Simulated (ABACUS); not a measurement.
A self-consistent single point of TlSbS₂ (P1, 8 atoms in the cell; from Materials Project mp-676540, changed as shown).

```yaml
crystal:
  lattice:
    - [6.35093, 0.00000, 0.00000]
    - [0.13500, 6.47568, 0.00000]
    - [2.49065, 2.80830, 5.94389]
  atoms:
    - { symbol: Tl, position: [0.87064, 0.61402, 0.74368] }
    - { symbol: Tl, position: [0.12936, 0.38598, 0.25632] }
    - { symbol: Sb, position: [0.40930, 0.08577, 0.75110] }
    - { symbol: Sb, position: [0.59096, 0.90188, 0.24890] }
    - { symbol: S, position: [0.78230, 0.09192, 0.79031] }
    - { symbol: S, position: [0.21770, 0.90808, 0.20969] }
    - { symbol: S, position: [0.37114, 0.72112, 0.73003] }
    - { symbol: S, position: [0.62886, 0.27888, 0.26997] }
```

Computed with LDA (PW92), numerical atomic orbitals TZP (confined pseudo-atomic orbitals with Gaussian additions; energy shift 0.01 Ry), PseudoDojo 0.4 standard norm-conserving LDA (tails mended) pseudopotentials (ABACUS).

ABACUS settings:

| setting | value |
|---|---|
| basis | TZP numerical atomic orbitals, energy shift 0.01 Ry |
| KPT | MP 2 2 2 0 0 0 |
| basis_type | lcao |
| dft_functional | PWLDA |
| ecutwfc | 100 Ry |
| smearing_method | fixed |
| potentials | PseudoDojo 0.4 standard norm-conserving LDA (tails mended) |
| symmetry | 1 |
| symmetry_prec | 1e-05 |
| ks_solver | genelpa |
| scf_nmax | 100 |
| scf_thr | 1.0e-07 |
| mixing_type | pulay |

Results:

- Number of valence electrons = 80
- Number of bands = 50
- Number of k-points after the program's reduction = 4
- Size of the basis = 204
- Number of SCF iterations = 14
- Free energy E − TS = -9442.8941 eV
- Pressure = -5.25 GPa
- Largest force (vector length) = 0.607 eV/Å

Forces (eV/Å):
| atom | Fx | Fy | Fz |
|---|---|---|---|
| Tl1 | -0.090 | 0.136 | 0.072 |
| Tl2 | 0.086 | -0.162 | -0.052 |
| Sb3 | 0.000 | 0.047 | -0.173 |
| Sb4 | -0.098 | 0.597 | 0.042 |
| S5 | 0.027 | 0.038 | -0.065 |
| S6 | 0.075 | -0.137 | 0.165 |
| S7 | 0.009 | -0.252 | 0.023 |
| S8 | -0.009 | -0.267 | -0.012 |

Stress (GPa, positive for compression):
```
-5.45  -0.40   0.31
-0.40  -5.95   0.04
 0.31   0.04  -4.35
```

For comparison: a first run was changed to give this one (atom 4 moved by -0.08 angstrom along y), and from it to this one the free energy goes up by 2.9 meV/atom, the pressure goes from -4.83 to -5.25 GPa and the largest force goes from 0.218 to 0.607 eV/Å.

Spin-orbit coupling is left out, which matters for bands and gaps with elements this heavy. The atom-centred basis is finite, which shifts total energies, pressures and forces against plane waves. The structure comes from a collection of computed structures, made at another level of theory; the collection holds predicted forms beside known ones.

Cost on one core: about 90 core-seconds (a rough figure).

The atomic orbitals were generated for these runs; they are not ABACUS's published sets and were checked against plane waves on a few crystals only.

“Tails mended”: in these copies of the files the far tail of each local potential was reset to the Coulomb form.
